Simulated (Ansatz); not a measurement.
# KVF3: do energies and stresses tell the same story?

The calculation used DFT r2SCAN, scalar-relativistic, plane waves, PAW (Ansatz 0.2.0).

Settings: cutoff 500 eV, Γ-centred mesh 8×8×8 on the computed 5-atom cell, Gaussian smearing of 0.02 eV; collinear spin from starting moments 0 2.48 0 0 0 μB.

Relaxed cell: Pm-3m, a = 4.127 Å, b = 4.127 Å, c = 4.127 Å, α = 90.00°, β = 90.00°, γ = 90.00°, 5 atoms in the primitive cell. Whether it is the stable form of this composition wasn't checked.

Energies at zero smearing and pressures from the stress tensor, at volumes with shape and atoms relaxed:
```csv
V (Å³/atom),E − E(first) (meV/atom),P (GPa)
13.216,0.00,5.64
13.638,-10.71,2.58
14.059,-14.00,0.00
14.481,-11.07,-2.18
14.903,-2.86,-4.01
```

Problem. Check P = −dE/dV between neighbouring volumes, and get the bulk modulus from the pressures alone.

Solution. With 1 eV/Å³ = 160.2 GPa:
```json
{"middle V (Å³/atom)": "13.427", "−ΔE/ΔV (GPa)": "4.068", "mean P (GPa)": "4.110"}
{"middle V (Å³/atom)": "13.849", "−ΔE/ΔV (GPa)": "1.252", "mean P (GPa)": "1.292"}
{"middle V (Å³/atom)": "14.270", "−ΔE/ΔV (GPa)": "-1.116", "mean P (GPa)": "-1.086"}
{"middle V (Å³/atom)": "14.692", "−ΔE/ΔV (GPa)": "-3.117", "mean P (GPa)": "-3.094"}
```

The two differ by 0.04 GPa at most. The mean of two end pressures misses the average over a step by about ΔV² P″/12, up to 0.04 GPa here; with that taken off 0.00 GPa remains. Around V = 14.059 Å³/atom, the two neighbours give B = −V ΔP/ΔV = 14.059 × 4.76 / 0.844 = 79.3 GPa, against B0 = 78.8 GPa from the Birch–Murnaghan fit of the energies.

The state reached may not be the lowest one. The cell holds one magnetic atom, so it can only be ferromagnetic; an antiferromagnetic order may lie lower.

Only this magnetic start was tried.

Symmetry holds off the tilts and polar distortions that many cubic perovskites undergo.